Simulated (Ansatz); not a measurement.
Cu Kα1 powder pattern (kinematic, no thermal factors).
```json
{"2θ (°)": "24.81", "relative intensity": "24"}
{"2θ (°)": "30.51", "relative intensity": "44"}
{"2θ (°)": "35.37", "relative intensity": "100"}
{"2θ (°)": "43.69", "relative intensity": "10"}
{"2θ (°)": "50.89", "relative intensity": "68"}
{"2θ (°)": "57.42", "relative intensity": "5"}
{"2θ (°)": "60.51", "relative intensity": "19"}
{"2θ (°)": "63.50", "relative intensity": "23"}
{"2θ (°)": "69.27", "relative intensity": "5"}
{"2θ (°)": "74.83", "relative intensity": "11"}
{"2θ (°)": "80.25", "relative intensity": "2"}
{"2θ (°)": "82.93", "relative intensity": "7"}
{"2θ (°)": "85.58", "relative intensity": "30"}
```

The pattern is computed from a structure relaxed with Ansatz 0.2.0, DFT PBE, scalar-relativistic, plane waves, PAW. No spin polarisation. Its elements are Ge, P.

Question: Give the structure.

Answer: Ge3P4.
Space group Pm-3m (No. 221). a = 5.071 Å, b = 5.071 Å, c = 5.071 Å, α = 90.00°, β = 90.00°, γ = 90.00°
| atom | site | symmetry | x | y | z |
| --- | --- | --- | --- | --- | --- |
| Ge | 3d | 4/mm.m | 0.0000 | 0.5000 | 0.0000 |
| P | 3c | 4/mm.m | 0.0000 | 0.5000 | 0.5000 |
| P | 1b | m-3m | 0.5000 | 0.5000 | 0.5000 |

A pattern alone doesn't exclude other cells with like lines; this is the one computed.

It was reached by relaxing an invented guess, and it needn't be the stable form of this composition.
